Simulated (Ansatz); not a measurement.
Input file for Ansatz (a quantum-chemistry and plane-wave program):

Ansatz 0.2 input:
```yaml
crystal:
  lattice:
    - [4.7088257413, 0.0, 0.0]
    - [0.0, 2.7508292104, 0.0]
    - [0.0, 0.0, 5.220007547]
  atoms:
    - { symbol: Ag, position: [0.25, 0.0, 0.8526516069] }
    - { symbol: Ag, position: [0.75, 0.0, 0.1473483931] }
    - { symbol: Ta, position: [0.25, 0.5, 0.348608829] }
    - { symbol: Ta, position: [0.75, 0.5, 0.651391171] }
kpoints:
  mp_grid: { grid: [7, 11, 6] }
  band_path:
    path:
      - [[0.0, 0.0, 0.0], [0.5, 0.0, 0.0], [0.5, 0.5, 0.0], [0.0, 0.5, 0.0], [0.0, 0.0, 0.0], [0.0, 0.0, 0.5], [0.5, 0.0, 0.5], [0.5, 0.5, 0.5], [0.0, 0.5, 0.5], [0.0, 0.0, 0.5]]  # Γ-X-S-Y-Γ-Z-U-R-T-Z
      - [[0.5, 0.0, 0.0], [0.5, 0.0, 0.5]]  # X-U
      - [[0.0, 0.5, 0.0], [0.0, 0.5, 0.5]]  # Y-T
      - [[0.5, 0.5, 0.0], [0.5, 0.5, 0.5]]  # S-R
    npoints: 6
basis: { xc_grid: 2 }
hamiltonian:
  xc: pbesol
  pseudopotentials: { kind: paw }
magnetization: { noncollinear: true, spin_orbit: true }
scf:
  n_extra_bands: 12
  convergence: { dr2_threshold: 0.0000000001 }
  occupations: { method: gaussian, width: 0.05 }
output: { eigenvalues: true }
```

Output (shortened):

```
Pseudopotentials: kind: paw_fr
Pseudopotential: Ag, paw_fr, valence charge 19
Pseudopotential: Ta, paw_fr, valence charge 13
Functional definition: PBEsol
non-collinear run that drives no moment, with spin-orbit …
Crystal: 4 atoms, lattice volume = 67.616 Å³
Basis set: ecut = 420 eV, 1319 PW (Γ), exchange–correlation on 64×40×72 points (8 copies of the dense FFT grid, shifted against one another)
Bands: 76, of which v1, the nominal top of the filled ones, is band 64 counted from 1 (63 counted from 0)
Symmetry: 8 space group operations + 8 with time reversal
k-points: 96 of 462
Projection manifold: j_resolved (fully-relativistic pseudo-atomic orbitals)
PAW frozen core: Ag, regenerated for the run's functional, and the local potential with it
PAW frozen core: Ta, regenerated for the run's functional, and the local potential with it
Initial density: superposition of atomic densities (chi_scale 0.1, normalization cell, long waves kept (reshape's long-wave potential 0.00 eV rms))
Initial wavefunctions: pseudopotential atomic-orbital guess
Eigensolver: davidson
Functional: x = pbesol(κ = 0.804, μ = 0.12345679012345678), c = pbesol(β = 0.046)
SCF iter   1: F=—  HF=-34715.907241 eV  |F-HF|=—  |Δ(HF+E_count)|=         —  Δρ=2.79e-1  dr2=9.94e1  dr2_m=0.00e0 (ungated)  ethr=3.10e-3  |M|=0.00e0 ∫|m|=0.00e0 μB  |m|>n=0.0e0 m-floor=0.0e0 τ_xc=0.0e0  β_m=0.30  ⟨swp⟩=5.8  Hψ=15328  notcnv=0  defer=18
all-band conjugate gradients solve this SCF's bands
preconditioner: auto → Kerker (q_TF=auto, 2.703 Å⁻¹)
spin=Noncollinear: Kerker preconditioning applied to the charge; magnetization (m_x, m_y, m_z) channels mix plain (no charge-response kernel on spin).
SCF iter   2: F=—  HF=-34706.155673 eV  |F-HF|=—  |Δ(HF+E_count)|=    9.75e0  Δρ=5.70e-2  dr2=5.92e0  dr2_m=0.00e0 (ungated)  ethr=3.10e-3  |M|=0.00e0 ∫|m|=0.00e0 μB  |m|>n=0.0e0 m-floor=0.0e0 τ_xc=0.0e0  β_m=0.33  ⟨swp⟩=3.0  Hψ=7930  notcnv=0  defer=516
SCF iter   3: F=—  HF=-34705.460002 eV  |F-HF|=—  |Δ(HF+E_count)|=   6.96e-1  Δρ=3.54e-2  dr2=2.02e0  dr2_m=0.00e0 (ungated)  ethr=3.10e-3  |M|=0.00e0 ∫|m|=0.00e0 μB  |m|>n=0.0e0 m-floor=0.0e0 τ_xc=0.0e0  β_m=0.59  ⟨swp⟩=2.1  Hψ=4535  notcnv=0  defer=484
SCF iter   4: F=—  HF=-34705.050884 eV  |F-HF|=—  |Δ(HF+E_count)|=   4.09e-1  Δρ=1.32e-2  dr2=1.38e-1  dr2_m=0.00e0 (ungated)  ethr=3.10e-3  |M|=0.00e0 ∫|m|=0.00e0 μB  |m|>n=0.0e0 m-floor=0.0e0 τ_xc=0.0e0  β_m=0.80  ⟨swp⟩=2.9  Hψ=5522  notcnv=0  defer=482
SCF iter   5: F=—  HF=-34705.018931 eV  |F-HF|=—  |Δ(HF+E_count)|=   3.20e-2  Δρ=3.06e-3  dr2=9.17e-3  dr2_m=0.00e0 (ungated)  ethr=2.16e-4  |M|=0.00e0 ∫|m|=0.00e0 μB  |m|>n=0.0e0 m-floor=0.0e0 τ_xc=0.0e0  β_m=0.90  ⟨swp⟩=2.2  Hψ=6007  notcnv=0  defer=484
SCF iter   6: F=—  HF=-34705.016590 eV  |F-HF|=—  |Δ(HF+E_count)|=   2.34e-3  Δρ=7.37e-4  dr2=7.57e-4  dr2_m=0.00e0 (ungated)  ethr=1.43e-5  |M|=0.00e0 ∫|m|=0.00e0 μB  |m|>n=0.0e0 m-floor=0.0e0 τ_xc=0.0e0  β_m=0.95  ⟨swp⟩=2.0  Hψ=4950  notcnv=0  defer=484
SCF iter   7: F=—  HF=-34705.016471 eV  |F-HF|=—  |Δ(HF+E_count)|=   1.19e-4  Δρ=3.40e-4  dr2=1.24e-4  dr2_m=0.00e0 (ungated)  ethr=1.18e-6  |M|=0.00e0 ∫|m|=0.00e0 μB  |m|>n=0.0e0 m-floor=0.0e0 τ_xc=0.0e0  β_m=0.97  ⟨swp⟩=2.2  Hψ=4196  notcnv=0  defer=484
SCF iter   8: F=—  HF=-34705.016455 eV  |F-HF|=—  |Δ(HF+E_count)|=   1.58e-5  Δρ=1.15e-4  dr2=1.64e-5  dr2_m=0.00e0 (ungated)  ethr=1.93e-7  |M|=0.00e0 ∫|m|=0.00e0 μB  |m|>n=0.0e0 m-floor=0.0e0 τ_xc=0.0e0  β_m=0.99  ⟨swp⟩=2.3  Hψ=4582  notcnv=0  defer=484
SCF iter  12: F=-34705.016445 eV  HF=-34705.016445 eV  |F-HF|=6.55e-11  |Δ(HF+E_count)|=  1.24e-10  Δρ=3.41e-7  dr2=7.49e-11  dr2_m=0.00e0 (ungated)  ethr=1.00e-12  |M|=0.00e0 ∫|m|=0.00e0 μB  |m|>n=0.0e0 m-floor=0.0e0 τ_xc=0.0e0  ⟨swp⟩=9.8  Hψ=12379  notcnv=0
SCF 1 converged in 12 iterations: F = -34705.016445 eV  dr2 = 7.49e-11
NSCF: frozen V_eff on 76 k-points
SCF converged after 12 iterations
Magnetization: |M| = 0.0000 μB,  M = (+0.0000, +0.0000, +0.0000) μB
Absolute magnetization: 0.0000 μB (∫|m|)
  site 0: m = (+0.0000, +0.0000, +0.0000) μB, |m| = 0.0000 μB  (R = 1.13 Å)
  site 1: m = (+0.0000, +0.0000, +0.0000) μB, |m| = 0.0000 μB  (R = 1.13 Å)
  site 2: m = (+0.0000, +0.0000, +0.0000) μB, |m| = 0.0000 μB  (R = 1.13 Å)
  site 3: m = (+0.0000, +0.0000, +0.0000) μB, |m| = 0.0000 μB  (R = 1.13 Å)
Free energy (F): -34705.016445 eV
Harris-Foulkes:  -34705.016445 eV  (|F-HF|=6.55e-11)
Internal energy: -34705.014164 eV  (E = F + TS)
E sigma→0 (E₀):  -34705.015305 eV
Entropy (-TS):   -0.002281 eV (-0.570 meV/atom)
Fermi energy:    19.095362 eV
--- Per-component energies (eV) ---
  E_band       = -642.510231
  E_kinetic    = 1785.670767
  E_local      = -5730.789491  (includes V_loc(G=0)·N_el)
  E_nonlocal   = 184.854216
  E_hartree    = 2518.939518
  E_xc         = -802.660824
  E_vxc        = -878.658492  (∫ρ·V_xc dr)
  E_paw        = -24249.382970  (= ΣΔE_a)
  E_vpaw       = -1041.466422  (= ΣTr[D̂ρ^β])
  E_aug_tail   = 0.000857  (compensation charges beyond the density's cutoff)
  E_ewald      = -8412.732732
  E_core_change = 1.086495  (= ΣΔE_core)
  E_smearing   = -0.002281  (= −TS)
  E_closure    = 0.000000  (closes the sum)
  Σ components = -34705.016445   (vs F -34705.016445, Δ=0.00e0)
  [band-id]    e_kinetic+e_local+e_nonlocal+2·e_hartree+e_vxc+e_vpaw+e_augmentation_tail = -642.509529   (vs E_band -642.510231, Δ=7.02e-4)
--- Band table (eV; the first three rows and the last of 96) ---
  k-point 0: bands = ["-73.4952", "-73.4952", "-73.4868", "-73.4868", "-48.4434", "-48.4434", "-48.3863", "-48.3863", "-40.5265", "-40.5265", "-40.5004", "-40.5004", "-35.4335", "-35.4335", "-35.3749", "-35.3749", "-35.3429", "-35.3429", "-35.3294", "-35.3294", "-21.3235", "-21.3235", "-21.1680", "-21.1680", "-12.9513", "-12.9513", "-12.4994", "-12.4994", "-12.2356", "-12.2356", "-12.1281", "-12.1281", "10.5525", "10.5525", "12.4161", "12.4161", "12.4261", "12.4261", "12.7892", "12.7892", "13.0655", "13.0655", "14.0821", "14.0821", "14.2305", "14.2305", "14.4450", "14.4450", "14.7515", "14.7515", "14.7668", "14.7668", "15.1567", "15.1567", "15.5120", "15.5120", "16.7915", "16.7915", "17.3563", "17.3563", "17.6079", "17.6079", "17.9407", "17.9407", "19.0993", "19.0993", "20.9988", "20.9988", "22.1410", "22.1410", "22.4028", "22.4028", "22.9335", "22.9335", "23.4422", "23.4422"]
  k-point 1: bands = ["-73.4952", "-73.4952", "-73.4868", "-73.4868", "-48.4434", "-48.4434", "-48.3863", "-48.3863", "-40.5265", "-40.5265", "-40.5004", "-40.5004", "-35.4334", "-35.4334", "-35.3748", "-35.3748", "-35.3428", "-35.3428", "-35.3294", "-35.3294", "-21.3236", "-21.3236", "-21.1685", "-21.1685", "-12.9508", "-12.9508", "-12.5025", "-12.5025", "-12.2355", "-12.2355", "-12.1286", "-12.1286", "10.7627", "10.7627", "12.4453", "12.4453", "12.5334", "12.5334", "12.7812", "12.7812", "13.1176", "13.1176", "14.0208", "14.0208", "14.2306", "14.2306", "14.4554", "14.4554", "14.7668", "14.7668", "14.7758", "14.7758", "15.1344", "15.1344", "15.2235", "15.2235", "16.8165", "16.8165", "17.2133", "17.2133", "17.5251", "17.5251", "17.8794", "17.8794", "18.7064", "18.7064", "21.4075", "21.4075", "21.7211", "21.7211", "22.3255", "22.3255", "22.8479", "22.8479", "23.3563", "23.3563"]
  k-point 2: bands = ["-73.4952", "-73.4952", "-73.4868", "-73.4868", "-48.4435", "-48.4435", "-48.3864", "-48.3864", "-40.5264", "-40.5264", "-40.5003", "-40.5003", "-35.4332", "-35.4332", "-35.3747", "-35.3747", "-35.3428", "-35.3428", "-35.3294", "-35.3294", "-21.3236", "-21.3236", "-21.1695", "-21.1695", "-12.9497", "-12.9497", "-12.5088", "-12.5088", "-12.2354", "-12.2354", "-12.1296", "-12.1296", "11.3507", "11.3507", "12.4749", "12.4749", "12.7310", "12.7310", "12.7640", "12.7640", "13.2345", "13.2345", "13.7008", "13.7008", "14.2245", "14.2245", "14.4720", "14.4720", "14.6184", "14.6184", "14.8128", "14.8128", "14.8804", "14.8804", "15.1509", "15.1509", "16.6911", "16.6911", "17.0858", "17.0858", "17.3877", "17.3877", "17.7382", "17.7382", "18.2076", "18.2076", "20.7426", "20.7426", "22.2563", "22.2563", "22.5552", "22.5552", "22.7604", "22.7604", "23.0588", "23.0588"]
  k-point 95: bands = ["-73.4806", "-73.4806", "-73.4788", "-73.4788", "-48.3412", "-48.3412", "-48.3289", "-48.3289", "-40.5478", "-40.5478", "-40.5424", "-40.5424", "-35.4478", "-35.4478", "-35.4455", "-35.4455", "-35.3875", "-35.3875", "-35.3759", "-35.3759", "-21.4406", "-21.4406", "-21.4131", "-21.4131", "-13.0618", "-13.0618", "-13.0493", "-13.0493", "-12.5544", "-12.5544", "-12.4627", "-12.4627", "12.2958", "12.2958", "12.4490", "12.4490", "12.9314", "12.9314", "13.1689", "13.1689", "13.3905", "13.3905", "13.4907", "13.4907", "13.5593", "13.5593", "13.7259", "13.7259", "15.0627", "15.0627", "15.1074", "15.1074", "17.0310", "17.0310", "17.0628", "17.0628", "18.1321", "18.1321", "18.9064", "18.9064", "18.9426", "18.9426", "19.4550", "19.4550", "19.8175", "19.8175", "20.2568", "20.2568", "21.3779", "21.3779", "21.7059", "21.7059", "22.0002", "22.0002", "22.8204", "22.8204"]
  band table: 76 of 76 bands, residual norms ≤ 1.0e-3 eV
```

Cost: about 120 core-seconds (a rough figure) on shared cores.

Space group Pmma. The start of the workflow was typed in or built on a structure type; neither database checked (COD, Materials Project) lists it. Its standing as an ambient phase is unchecked. The cell was relaxed with PBEsol under the symmetry of its start; phonons show weakly imaginary modes. No spin polarisation was allowed. Its formation energy is positive at this level, so the cell may be metastable or incomplete. Axis ratios of metals converge slowly with the k-mesh, so a and c are less sure than the volume.

Potentials: the later of the program's two PAW sets.

Ansatz is a plane-wave DFT program.
